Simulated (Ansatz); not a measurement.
# A trial form of SrCuB5

All numbers below come from DFT PBE, scalar-relativistic, plane waves, PAW (Ansatz). Cutoff 420 eV, Gaussian smearing, Γ-centred meshes. Cell and atoms relax first on a coarse mesh and then on a finer one. In between, the cell is made exact in the group found at 0.06 Å. In metals the finer mesh still leaves noise of several meV/atom or more. The steps can't lower the symmetry of their start. No spin polarisation.

Recipe of this trial structure of SrCuB5: random cell by space group and Wyckoff sites (R-3m, No. 166). Its size is a rough estimate.

```
Sr Cu B
1.0
     2.54749    1.47080    5.34083
    -2.54749    1.47080    5.34083
     0.00000   -2.94159    5.34083
Sr Cu B
1 1 5
Direct
  0.00000 0.00000 0.00000
  0.50000 0.50000 0.50000
  0.50000 0.50000 0.00000
  0.00000 0.50000 0.50000
  0.50000 0.00000 0.50000
  0.14475 0.14475 0.14475
  0.85525 0.85525 0.85525
```

The zero of energy is the elements' standard structures at the same level; no fitted shifts are applied.

Task: Where does the relaxation end?

Result: The symmetry stays R-3m (No. 166). The volume per atom shrinks by 23.8 %, from 17.2 to 13.1 Å³. The shortest distance goes from 2.32 Å (Sr–B) to 1.66 Å (B–B). The ratio c/a of the conventional cell changes by a factor of 0.57. The energy falls by about 2.4 eV/atom (the start's value is from the coarse mesh). The end is written in a standard setting, so origin, axes and order of atoms can differ from the start's. Conventional cell: a = 5.599 Å, c = 10.109 Å. Around Sr lie 6 B at 2.80 Å, 2 B at 3.01 Å and 6 B at 3.25 Å; Cu is surrounded by 2 B at 2.04 Å and 6 B at 2.33 Å; around B on a site of symmetry 2/m lie 2 B at 1.66 Å, 2 Cu at 2.33 Å, 2 Sr at 2.80 Å and 4 B at 2.80 Å; B on a site of symmetry 3m is surrounded by 3 B at 1.66 Å, 1 Cu at 2.04 Å, 1 Sr at 3.01 Å and 3 Sr at 3.25 Å.

```yaml
crystal:
  lattice:
    - [2.79974, 1.61643, 3.36955]
    - [-2.79974, 1.61643, 3.36955]
    - [0.00000, -3.23287, 3.36955]
  atoms:
    - { symbol: Sr, position: [0.00000, 0.00000, 0.00000] }
    - { symbol: Cu, position: [0.50000, 0.50000, 0.50000] }
    - { symbol: B, position: [0.50000, 0.50000, 0.00000] }
    - { symbol: B, position: [0.00000, 0.50000, 0.50000] }
    - { symbol: B, position: [0.50000, 0.00000, 0.50000] }
    - { symbol: B, position: [0.29813, 0.29813, 0.29813] }
    - { symbol: B, position: [0.70187, 0.70187, 0.70187] }
```

Task: How does it come out in energy, and is it a metal?

Result: The energy over the elements is +0.36 eV/atom and the gap on the 12×12×12 mesh of the 7-atom cell is 0 eV (a metal).

A positive value: parting into the elements would lower its energy.

The last run used Gaussian smearing of 0.10 eV. A structure relaxed within its symmetry needn't be a true minimum.
